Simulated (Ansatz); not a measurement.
## Chalcopyrite alloy of ZnSiP2 and MgSiP2 (5 of 16 Zn sites exchanged), 64 atoms

Ansatz, PAW, plane waves. PBEsol relaxation of cell lengths and atoms (angles held) at the single k point (¼, ¼, ¼) without its symmetry partners; single points on the relaxed atoms at the Γ point alone, onto which points of the small cell's zone fold. Arrangement: random. No spin–orbit coupling unless named.

Relaxed structure:

```yaml
crystal:
  lattice:
    - [10.89134, -0.00006, -0.00001]
    - [-0.00006, 10.88876, -0.00001]
    - [-0.00001, -0.00001, 10.43807]
  atoms:
    - { symbol: Zn, position: [0.99906, 0.00088, 0.00219] }
    - { symbol: Zn, position: [0.00013, 0.49901, 0.00177] }
    - { symbol: Zn, position: [0.49928, 0.50138, 0.00306] }
    - { symbol: Zn, position: [0.00126, 0.25079, 0.25019] }
    - { symbol: Zn, position: [0.00009, 0.74827, 0.24960] }
    - { symbol: Zn, position: [0.49903, 0.24877, 0.24951] }
    - { symbol: Zn, position: [0.50168, 0.75045, 0.25048] }
    - { symbol: Zn, position: [0.25140, 0.49901, 0.75148] }
    - { symbol: Zn, position: [0.75297, 0.00001, 0.75145] }
    - { symbol: Zn, position: [0.25123, 0.25032, 0.49946] }
    - { symbol: Zn, position: [0.75082, 0.75108, 0.49936] }
    - { symbol: Mg, position: [0.49969, 0.99839, 0.99907] }
    - { symbol: Mg, position: [0.24718, 0.99812, 0.75075] }
    - { symbol: Mg, position: [0.74820, 0.49894, 0.75081] }
    - { symbol: Mg, position: [0.24893, 0.74933, 0.49892] }
    - { symbol: Mg, position: [0.74722, 0.24814, 0.49883] }
    - { symbol: Si, position: [0.99814, 0.00060, 0.49852] }
    - { symbol: Si, position: [0.00301, 0.50021, 0.49952] }
    - { symbol: Si, position: [0.50311, 0.00007, 0.50009] }
    - { symbol: Si, position: [0.49806, 0.50022, 0.49482] }
    - { symbol: Si, position: [0.24805, 0.00203, 0.24957] }
    - { symbol: Si, position: [0.25045, 0.49756, 0.24823] }
    - { symbol: Si, position: [0.75288, 0.99813, 0.24932] }
    - { symbol: Si, position: [0.75043, 0.50294, 0.24844] }
    - { symbol: Si, position: [0.24736, 0.25543, 0.00122] }
    - { symbol: Si, position: [0.24790, 0.74486, 0.00216] }
    - { symbol: Si, position: [0.75253, 0.25032, 0.00235] }
    - { symbol: Si, position: [0.75372, 0.74956, 0.00071] }
    - { symbol: Si, position: [0.00274, 0.25107, 0.74993] }
    - { symbol: Si, position: [0.99796, 0.74938, 0.75285] }
    - { symbol: Si, position: [0.49721, 0.25264, 0.75186] }
    - { symbol: Si, position: [0.50391, 0.74744, 0.74872] }
    - { symbol: P, position: [0.13312, 0.12697, 0.12380] }
    - { symbol: P, position: [0.13190, 0.62072, 0.12629] }
    - { symbol: P, position: [0.64050, 0.12822, 0.13063] }
    - { symbol: P, position: [0.63419, 0.62722, 0.12397] }
    - { symbol: P, position: [0.11218, 0.12851, 0.61886] }
    - { symbol: P, position: [0.11199, 0.62097, 0.63179] }
    - { symbol: P, position: [0.61089, 0.12096, 0.63386] }
    - { symbol: P, position: [0.61207, 0.62655, 0.61614] }
    - { symbol: P, position: [0.36678, 0.37439, 0.12514] }
    - { symbol: P, position: [0.35901, 0.86865, 0.13037] }
    - { symbol: P, position: [0.86792, 0.37612, 0.12591] }
    - { symbol: P, position: [0.86791, 0.87377, 0.12515] }
    - { symbol: P, position: [0.37543, 0.11569, 0.37527] }
    - { symbol: P, position: [0.37733, 0.61223, 0.36719] }
    - { symbol: P, position: [0.87854, 0.11189, 0.36926] }
    - { symbol: P, position: [0.87554, 0.61667, 0.37578] }
    - { symbol: P, position: [0.12664, 0.38284, 0.37465] }
    - { symbol: P, position: [0.11955, 0.88911, 0.37014] }
    - { symbol: P, position: [0.62066, 0.38854, 0.36753] }
    - { symbol: P, position: [0.62669, 0.88364, 0.37399] }
    - { symbol: P, position: [0.12371, 0.36936, 0.87557] }
    - { symbol: P, position: [0.11958, 0.85984, 0.88260] }
    - { symbol: P, position: [0.61993, 0.36138, 0.88281] }
    - { symbol: P, position: [0.63278, 0.85937, 0.86991] }
    - { symbol: P, position: [0.38333, 0.37623, 0.62307] }
    - { symbol: P, position: [0.39460, 0.87457, 0.62599] }
    - { symbol: P, position: [0.89316, 0.37465, 0.62380] }
    - { symbol: P, position: [0.88319, 0.87486, 0.62514] }
    - { symbol: P, position: [0.37047, 0.14541, 0.87631] }
    - { symbol: P, position: [0.37600, 0.63267, 0.87485] }
    - { symbol: P, position: [0.87643, 0.13421, 0.87499] }
    - { symbol: P, position: [0.87953, 0.63519, 0.88152] }
```

Problem. What are the mean bond lengths by pair (pairs within 1.2 times the sum of covalent radii, less contacts 15 % beyond the pair's median; cation–cation pairs of compounds aside; long ionic contacts are cut short by that bound)?

Solution. Mg–P 2.474 ± 0.010 Å (standard deviation, 20 bonds); P–Si 2.255 ± 0.016 Å (standard deviation, 64 bonds); P–Zn 2.370 ± 0.007 Å (standard deviation, 44 bonds).

Problem. What gap lies between the top filled and the lowest empty level in the single points?

Solution. HSE06 1.98 eV (4 min on 7 threads of Neoverse-V2).
